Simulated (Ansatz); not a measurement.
# Strain response of Tl$_{2}$Pd

All numbers below come from Ansatz 0.2.0, DFT PBEsol, scalar-relativistic, plane waves, PAW. Run with 420 eV cutoff, 6×6×6 k-mesh, Gaussian smearing of 0.10 eV, no spin polarisation.

Starting point, cell and atoms relaxed:

```yaml
crystal:
  lattice:
    - [6.73720, 0.00000, 0.00000]
    - [0.00000, 6.73720, 0.00000]
    - [0.00000, 0.00000, 5.72319]
  atoms:
    - { symbol: Tl, position: [0.16524, 0.66524, 0.00000] }
    - { symbol: Tl, position: [0.33476, 0.16524, 0.00000] }
    - { symbol: Tl, position: [0.33476, 0.83476, 0.50000] }
    - { symbol: Tl, position: [0.16524, 0.33476, 0.50000] }
    - { symbol: Tl, position: [0.66524, 0.16524, 0.50000] }
    - { symbol: Tl, position: [0.83476, 0.66524, 0.50000] }
    - { symbol: Tl, position: [0.83476, 0.33476, 0.00000] }
    - { symbol: Tl, position: [0.66524, 0.83476, 0.00000] }
    - { symbol: Pd, position: [0.00000, 0.00000, 0.25000] }
    - { symbol: Pd, position: [0.00000, 0.00000, 0.75000] }
    - { symbol: Pd, position: [0.50000, 0.50000, 0.75000] }
    - { symbol: Pd, position: [0.50000, 0.50000, 0.25000] }
```

Deformation: uniaxial strain along c, with the lengths of a and b and the atoms relaxed and the angles held, all within the symmetry that the strain leaves. Energies are extrapolated to zero smearing. On this cell's mesh the reference holds a stress of up to 0.38 GPa.

Spin–orbit coupling is left out, which can shift energies with elements as heavy as these.

| strain (%) | ΔE (meV/atom) | a (Å) | b (Å) | c (Å) |
| --- | --- | --- | --- | --- |
| -6.0 | 18.8 | 6.889 | 6.889 | 5.380 |
| -4.0 | 7.7 | 6.839 | 6.839 | 5.494 |
| -2.0 | 2.3 | 6.787 | 6.787 | 5.609 |
| +0.0 | 0.0 | 6.737 | 6.737 | 5.723 |
| +2.0 | -0.6 | 6.680 | 6.680 | 5.838 |
| +4.0 | 1.8 | 6.637 | 6.637 | 5.952 |

Question: Does one stiffness describe the whole range?

Answer: No: the innermost pair of points gives (1/V) d²E/dε² = 32 GPa and a cubic fit over all points 48 GPa, so terms beyond the third order count over this range. The innermost energies differ by about a meV/atom, within the error of mesh and smearing, so the first value is uncertain.

Cost: 6 runs of about 23 core-minutes in all, on Intel Xeon Platinum 8259CL (Skylake/Cascade Lake) (shared hosts).